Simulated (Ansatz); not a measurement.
Ag:
```xyz
2
Lattice="-2.6640 2.6640 1.3914 2.6640 -2.6640 1.3914 2.6640 2.6640 -1.3914" Properties=species:S:1:pos:R:3 pbc="T T T"
Ag     0.0000     0.0000     0.0000
Ag     0.0000     2.6640     0.6957
```

Relaxed with PBE. Special points in fractions of this cell's reciprocal vectors: Γ (0.000, 0.000, 0.000); X (0.000, 0.000, 0.500); M (-0.500, 0.500, 0.500); Z (0.318, 0.318, -0.318); Z0 (-0.318, 0.682, 0.318); P (0.250, 0.250, 0.250); N (0.000, 0.500, 0.000).

**Question.** List the band energies nearest the Fermi level at these points for DFT-PBE in the program Ansatz with PAW potentials.

**Answer.** In eV from the Fermi level; about four levels below and three above (degenerate sets whole), none deeper than 8.9 eV; … stands for higher levels left out; points with the same levels are listed once.

| k | below | above |
|---|---|---|
| Γ | -3.41 -3.41 -2.87 -2.32 | 4.10 4.10 … |
| X | -3.13 -3.13 -2.58 -2.58 | … |
| M | -3.33 -3.33 -0.62 -0.62 | … |
| Z | -4.00 -4.00 -3.62 -3.32 -2.92 | 2.95 3.19 … |
| P | -3.28 -3.28 -2.80 -2.80 | 2.33 2.33 … |
| N | -3.38 -3.17 -2.95 -2.69 | 0.58 2.59 5.31 |

Space group I4_1/amd (β-Sn type). The start of the workflow was typed in or built on a structure type; neither database checked (COD, Materials Project) lists it. It is not the phase usual at ambient conditions (space group No. 225). The cell was relaxed with PBE under the symmetry of its start; whether a distortion lowers the energy is not shown. No spin polarisation was allowed. Spin–orbit coupling is left out wherever it is not named.

Potentials: the later of the program's two PAW sets.
